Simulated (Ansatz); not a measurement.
C: computed property card

C:
```
C
1.0
   -1.33188     2.77962     2.33386
    1.33188    -2.77962     2.33386
    1.33188     2.77962    -2.33386
C
6
Direct
  0.67013   0.67463   0.34476
  0.32987   0.32537   0.65524
  0.82987   0.17463   0.00449
  0.17013   0.82537   0.99551
  0.25000   0.25000   0.00000
  0.75000   0.75000   0.00000
```

Space group Ibam (No. 72); conventional cell a = 2.6638 Å, b = 5.5592 Å, c = 4.6677 Å, α = β = γ = 90.00°.

Method: DFT-PBE in the program Ansatz with PAW potentials. Structure relaxed to zero pressure with the same functional. Other levels are named where they apply.

### Cell and energy

```json
{
  "volume_per_atom": "5.76 Å³",
  "density": "3.46 g/cm³"
}
```

### Electronic structure

```json
{
  "band_gap": "2.87 eV (smallest direct gap 2.89 eV)",
  "valence_band_maximum": "at X (k = 0.500, 0.500, 0.500)",
  "conduction_band_minimum": "on the Γ–X line, 86 % of the way from Γ (k = 0.432, -0.432, 0.432) (2 equivalent valleys)",
  "electron_effective_mass": "0.56, 1.3, 5.9 mₑ (principal values)",
  "hole_effective_mass": "0.45, 0.54, 1.2 mₑ (principal values)"
}
```

### Mechanics

```json
{
  "Bulk modulus (Birch–Murnaghan fit)": "370 GPa",
  "Pressure derivative B′": "3.9"
}
```

The start of the workflow was typed in or built on a structure type; neither database checked (COD, Materials Project) lists it. It is not the phase usual at ambient conditions (space group No. 194, 227). The PBE relaxation kept the symmetry of its start; its stability against distortions is not shown here. The volume moved by 20 % from the start of the relaxation.

Potentials: the earlier of the program's two PAW sets.
